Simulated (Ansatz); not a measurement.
Si:
```
CELL_PARAMETERS angstrom
      3.83230     0.00000     0.00000
     -1.91615     3.31887     0.00000
      0.00000     0.00000     6.34087
ATOMIC_POSITIONS crystal
  Si 0.33333 0.66667 0.06306
  Si 0.66667 0.33333 0.93694
  Si 0.66667 0.33333 0.56306
  Si 0.33333 0.66667 0.43694
```

Relaxed with r²SCAN. Independent-particle spectrum: no excitons, no local fields, no scissors shift; 0.1 eV broadening; ε₁ of the summed bands alone.

Question: Tabulate the dielectric function from r²SCAN (plane waves, PAW; program Ansatz).

Answer: 

```tsv
E (eV)	ε₁ xx	ε₂ xx	ε₁ zz	ε₂ zz
0.0	11.70	0.00	12.53	0.00
0.4	11.79	0.00	12.65	0.00
0.8	12.10	0.00	13.03	0.00
1.2	12.66	0.00	13.74	0.00
1.6	13.57	0.00	14.94	0.00
2.0	15.10	0.01	17.13	0.05
2.4	17.80	0.57	21.87	1.66
2.8	21.34	1.78	24.92	7.56
3.2	28.21	6.93	26.60	16.25
3.6	39.15	29.72	23.90	28.64
4.0	4.31	37.80	4.16	32.76
4.4	-6.16	33.98	-3.89	34.56
4.8	-12.08	19.70	-11.80	19.11
5.2	-9.92	13.65	-10.87	12.62
5.6	-9.10	10.27	-9.36	8.94
6.0	-8.33	7.79	-7.60	5.86
6.4	-7.19	5.81	-6.28	6.03
6.8	-6.54	4.50	-5.78	4.46
7.2	-5.60	3.33	-5.19	3.79
7.6	-4.70	2.76	-4.69	3.06
8.0	-4.10	2.27	-4.19	2.37
8.4	-3.64	1.96	-3.65	1.93
8.8	-3.23	1.50	-3.25	1.64
9.2	-2.85	1.28	-2.87	1.30
9.6	-2.44	1.04	-2.52	1.06
10.0	-2.12	0.89	-2.19	0.88
10.4	-1.82	0.82	-1.85	0.74
10.8	-1.63	0.75	-1.64	0.65
11.2	-1.49	0.65	-1.41	0.62
11.6	-1.28	0.52	-1.25	0.52
12.0	-1.10	0.48	-1.08	0.46
```

With all bands, ε∞ without local fields is 11.7 (xx = yy), 12.5 (zz). DFPT, with local fields, gives 11.4 (xx = yy), 12.4 (zz).

Space group P6_3/mmc. The workflow started from a Materials Project entry (that database holds measured and hypothetical structures alike); the Crystallography Open Database copy checked does not list it. It is not the phase usual at ambient conditions (space group No. 227). The r²SCAN relaxation kept the symmetry of its start; phonons on a q-mesh show no instability.

Potentials: the earlier of the program's two PAW sets.
